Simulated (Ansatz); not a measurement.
Input and command of a calculation in Ansatz (plane waves; scalar-relativistic PAW potentials unless the input names others):

```yaml
crystal:
  lattice:
    - [-5.9899112575, 5.9899112575, 5.9899112575]
    - [5.9899112575, -5.9899112575, 5.9899112575]
    - [5.9899112575, 5.9899112575, -5.9899112575]
  atoms:
    - { symbol: Rb, position: [0.300546575, 0.1161018109, 0.8155552359] }
    - { symbol: Rb, position: [0.699453425, 0.8838981891, 0.1844447641] }
    - { symbol: Rb, position: [0.300546575, 0.4849913391, 0.1844447641] }
    - { symbol: Rb, position: [0.699453425, 0.5150086609, 0.8155552359] }
    - { symbol: Rb, position: [0.8155552359, 0.300546575, 0.1161018109] }
    - { symbol: Rb, position: [0.1844447641, 0.699453425, 0.8838981891] }
    - { symbol: Rb, position: [0.1844447641, 0.300546575, 0.4849913391] }
    - { symbol: Rb, position: [0.8155552359, 0.699453425, 0.5150086609] }
    - { symbol: Rb, position: [0.1161018109, 0.8155552359, 0.300546575] }
    - { symbol: Rb, position: [0.8838981891, 0.1844447641, 0.699453425] }
    - { symbol: Rb, position: [0.4849913391, 0.1844447641, 0.300546575] }
    - { symbol: Rb, position: [0.5150086609, 0.8155552359, 0.699453425] }
    - { symbol: Pd, position: [0.0, 0.0, 0.0] }
    - { symbol: Pd, position: [0.5, 0.0, 0.5] }
    - { symbol: Pd, position: [0.5, 0.5, 0.0] }
    - { symbol: Pd, position: [0.0, 0.5, 0.5] }
basis:
  ecutwfc: 420
kpoints:
  mp_grid: { grid: [6, 6, 6] }
hamiltonian:
  xc: pbe
scf:
  occupations: { method: gaussian, width: 0.1 }
  mixing: { algorithm: broyden, beta: 1.5, ndim: 1, preconditioner: none }
  max_iter: 75
output:
  forces: true
  eigenvalues: true
  stress: true
```

```bash
ansatz run input.yaml --threads 1 --pin off --max-ram 2560MiB --backend cpu --events-out ev --progress --plain --runs-dir out
```

Q: What will the program do with this input?

A: The program refuses it, because of mixing far too strong (scf.mixing: not typed → {"algorithm": "broyden", "beta": 1.5, "ndim": 1, "preconditioner": "none"}). Without that key it is accepted.

Abridged log:
```
Error: invalid value for `scf.mixing.beta`: must be finite and in (0, 1]; got 1.5
```